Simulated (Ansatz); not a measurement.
CdF$_{2}$:
```yaml
crystal:
  lattice:
    - [0.00000, 2.64872, 2.64872]
    - [2.64872, 0.00000, 2.64872]
    - [2.64872, 2.64872, 0.00000]
  atoms:
    - { symbol: Cd, position: [0.00000, 0.00000, 0.00000] }
    - { symbol: F, position: [0.25000, 0.25000, 0.25000] }
    - { symbol: F, position: [0.75000, 0.75000, 0.75000] }
```

Cartesian axes are those of the cell as given.

Q: Give the high-frequency dielectric tensor and the Born effective charge tensors of the independent atoms from DFPT, the program Ansatz at the LDA level (PAW).

A: 
ε∞:
```
2.93  0.00  0.00
0.00  2.93  0.00
0.00  0.00  2.93
```
Z* of atom 1 (Cd), rows: field, columns: displacement, in e:
```
2.46  0.00  0.00
0.00  2.46  0.00
0.00  0.00  2.46
```
Z* of atom 2 (F), rows: field, columns: displacement, in e:
```
-1.23   0.00   0.00
 0.00  -1.23   0.00
 0.00   0.00  -1.23
```

Space group Fm-3m (fluorite). Symmetry was held in the LDA relaxation. Scalar-relativistic: spin–orbit coupling is off unless named, which matters more the heavier the elements.

Potentials: the later of the program's two PAW sets.
